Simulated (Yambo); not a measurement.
Yambo input for KOH (space group P2_1/c, No. 14) (a = 5.6468 Å, b = 3.9683 Å, c = 7.8519 Å, α = γ = 90.00°, β = 112.62°), on PBEsol (Quantum ESPRESSO, PseudoDojo norm-conserving, 84 Ry, scalar-relativistic) wavefunctions on a 4×4×2 mesh:

```
optics
chi
dipoles
kernel
FFTGvecs= 40 Ry
Chimod= "HARTREE"
NGsBlkXd= 3 Ry
% QpntsRXd
 1 | 1 |
%
% BndsRnXd
 1 | 127 |
%
GrFnTpXd= "R"
% EnRngeXd
 0.0 | 20.0 | eV
%
% DmRngeXd
 0.2 | 0.2 | eV
%
CGrdSpXd= 50
ETStpsXd= 161
% LongDrXd
 0.0 | 0.0 | 1.0 |
%
```

First lines of the file o-*.eps_q1_inv_rpa_dyson:

```
Absorption @ Q(1):   0.00000000     0.00000000     1.00000000    [q->0 direction]
#
# [ X ] Hartree size     :   97
# [GEN] GF Energies     : Perdew, Burke & Ernzerhof SOL(X)+Perdew, Burke & Ernzerhof SOL(C)
# [GEN] Green`s Function     : Retarded
#
# [GEN] Gauge     : Length
# [GEN] [r,Vnl] included     : yes
#
#    E[1] [eV]     Im(eps)     Re(eps)     Im(eps_o)     Re(eps_o)
#
     0.000000     -0.295001E-6     2.396597     -0.20753E-17     2.630822
     0.125000     0.867031E-3     2.396867     0.987348E-3     2.631129
     0.250000     0.001738     2.397678     0.001979     2.632053
     0.375000     0.002617     2.399033     0.002979     2.633596
     0.500000     0.003507     2.400939     0.003992     2.635765
     0.625000     0.004413     2.403404     0.005022     2.638570
     0.750000     0.005339     2.406438     0.006074     2.642023
     0.875000     0.006289     2.410056     0.007153     2.646139
     1.000000     0.007269     2.414274     0.008266     2.650937
     1.125000     0.008284     2.419113     0.009417     2.656438
     1.250000     0.009341     2.424595     0.010614     2.662668
     1.375000     0.010446     2.430748     0.011865     2.669659
     1.500000     0.011608     2.437604     0.013178     2.677446
     1.625000     0.012834     2.445201     0.014563     2.686070
     1.750000     0.014137     2.453582     0.016032     2.695577
     1.875000     0.015528     2.462797     0.017598     2.706025
     2.000000     0.017023     2.472903     0.019277     2.717476
     2.125000     0.018638     2.483970     0.021089     2.730006
     2.250000     0.020397     2.496077     0.023058     2.743702
     2.375000     0.022325     2.509319     0.025212     2.758666
     2.500000     0.024458     2.523806     0.027589     2.775023
     2.625000     0.026839     2.539675     0.030236     2.792917
     2.750000     0.029526     2.557088     0.033214     2.812527
     2.875000     0.032596     2.576246     0.036606     2.834070
     3.000000     0.036156     2.597399     0.040525     2.857817
     3.125000     0.040357     2.620868     0.045134     2.884112
     3.250000     0.045427     2.647065     0.050671     2.913399
     3.375000     0.051713     2.676540     0.057506     2.946267
     3.500000     0.059790     2.710039     0.066241     2.983511
     3.625000     0.070658     2.748594     0.077932     3.026230
     3.750000     0.086212     2.793627     0.094570     3.075931
     3.875000     0.110381     2.846898     0.120280     3.134478
     4.000000     0.152024     2.909202     0.164366     3.202703
```
(The file goes on to the top of the energy range.) Convergence of the RPA response with its 4×4×2 mesh was not tested.

Geometry of the Materials Project entry, not relaxed at this level.
